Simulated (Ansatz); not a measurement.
Data:

TaN (rock salt)

```xyz
4
Lattice="0.0000 4.3959 4.3959 2.1980 2.1980 4.3959 2.1980 2.1980 0.0000" Properties=species:S:1:pos:R:3 pbc="T T T"
N      0.0000     0.0000     0.0000
N      2.1980     4.3959     2.1980
Ta     2.1980     2.1980     2.1980
Ta     2.1980     4.3959     4.3959
```

A phonon eigenvector at X = (0.5, 0.5, 0.0) is frozen into this cell: atom i moves by Q times the vector below, so Q is the largest atomic displacement, in Å. The cell is held. It is one choice among 2 degenerate patterns. (q is in reciprocal vectors of the primitive cell; the cell shown is doubled to hold the pattern.)

| atom | x | y | z |
|---|---|---|---|
| N1 | 0.000 | -1.000 | 0.000 |
| N2 | 0.000 | 1.000 | 0.000 |
| Ta3 | 0.000 | 0.847 | 0.000 |
| Ta4 | 0.000 | -0.847 | 0.000 |

Method: r2SCAN (plane waves to 500 eV, PAW, scalar-relativistic; Ansatz, an electronic-structure program). k mesh 18×18×18 (Γ-centred), Fermi-Dirac smearing 0.05 eV. Energies are smeared free energies. With partly filled bands, energies and forces of such displacements shift with the k mesh and the smearing. Spin-orbit coupling is left out, though Ta is heavy. TaN is run without spin polarisation. TaN was relaxed with its symmetry unable to fall. The PAW data are Ansatz's earlier set. This is a high-temperature form of TaN. ΔE is measured from the undisplaced structure.

The scan covers Q from -0.275 to 0.275 Å in 13 points.

**Question.** Which space group does the distorted structure have?

**Answer.** Cmcm (No. 63), lowered from Fm-3m.

**Question.** Is this a single well or a double well?

**Answer.** A double well: the undisplaced structure is a maximum between two minima.

**Question.** By a smooth curve, how deep is the well, measured from the undisplaced structure?

**Answer.** 86 meV/cell, cell held fixed.

**Question.** What is the energy change at Q = 0.275 Å?

**Answer.** 156 meV/cell.

**Question.** By a smooth curve through the points, how far does the most displaced atom move to reach the deepest minimum?

**Answer.** 0.15 Å from zero.

(For displaced atoms, the force is minus the slope of the energy, and its curvature is a force constant, which sets phonon frequencies.)
